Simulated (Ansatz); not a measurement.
Mn$_{3}$IrN:
```xyz
5
Lattice="3.7124 0.0000 0.0000 0.0000 3.7124 0.0000 0.0000 0.0000 3.7124" Properties=species:S:1:pos:R:3 pbc="T T T"
Ir     0.0000     0.0000     0.0000
Mn     0.0000     1.8562     1.8562
Mn     1.8562     0.0000     1.8562
Mn     1.8562     1.8562     0.0000
N      1.8562     1.8562     1.8562
```

Relaxed with PBEsol. Special points in fractions of this cell's reciprocal vectors: Γ (0.000, 0.000, 0.000); X (0.000, 0.500, 0.000); M (0.500, 0.500, 0.000); R (0.500, 0.500, 0.500).

### Question
List the band energies nearest the Fermi level at these points for DFT-PBEsol with spin–orbit coupling in the program Ansatz with PAW potentials.

### Answer
In eV from the Fermi level; about four levels below and three above (degenerate sets whole), none deeper than 8.9 eV; points with the same levels are listed once.

```csv
k,below,above
Γ,-0.59 -0.59 -0.59 -0.59,0.77 0.77 0.77 0.77
X,-0.58 -0.58 -0.50 -0.50,0.00 0.00 0.54 0.54
M,-0.36 -0.36 -0.13 -0.13,1.14 1.14 1.29 1.29
R,-0.20 -0.20 -0.20 -0.20,0.45 0.45 0.45 0.45
```

Space group Pm-3m (anti-perovskite). The workflow started from an entry of the Crystallography Open Database (COD). Its standing as an ambient phase is unchecked. The PBEsol relaxation kept the symmetry of its start. At this level the phase is dynamically unstable (imaginary phonons). The workflow began spin-polarised and lost its moments.

Potentials: the later of the program's two PAW sets.
